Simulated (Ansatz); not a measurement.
C:
```cif
data_C6
_chemical_formula_sum 'C6'
_space_group_name_H-M_alt 'P 1'
_space_group_IT_number 1
_cell_length_a 2.59171
_cell_length_b 2.59171
_cell_length_c 5.96607
_cell_angle_alpha 90.000
_cell_angle_beta 90.000
_cell_angle_gamma 90.000
loop_
_space_group_symop_operation_xyz
  'x, y, z'
loop_
_atom_site_label
_atom_site_type_symbol
_atom_site_fract_x
_atom_site_fract_y
_atom_site_fract_z
_atom_site_occupancy
C1 C 0.00000 0.00000 0.75000 1
C2 C 0.00000 0.00000 0.25000 1
C3 C 0.50000 0.00000 0.88856 1
C4 C 0.50000 0.00000 0.11144 1
C5 C 0.00000 0.50000 0.38856 1
C6 C 0.00000 0.50000 0.61144 1
```

This is the r²SCAN-relaxed structure.

Problem. All from r²SCAN in the plane-wave PAW code Ansatz, unless another level is named. Estimate the electronic character.

Solution. metallic (no gap).

Problem. Give the density of states at the Fermi level.

Solution. 0.09 states/eV per atom (mean over ±0.08 eV).

Space group P4_2/mmc. The start of the workflow was typed in or built on a structure type; neither database checked (COD, Materials Project) lists it. It is not the phase usual at ambient conditions (space group No. 194, 227). Symmetry was held in the r²SCAN relaxation; whether a distortion lowers the energy is not shown.

Potentials: the later of the program's two PAW sets.
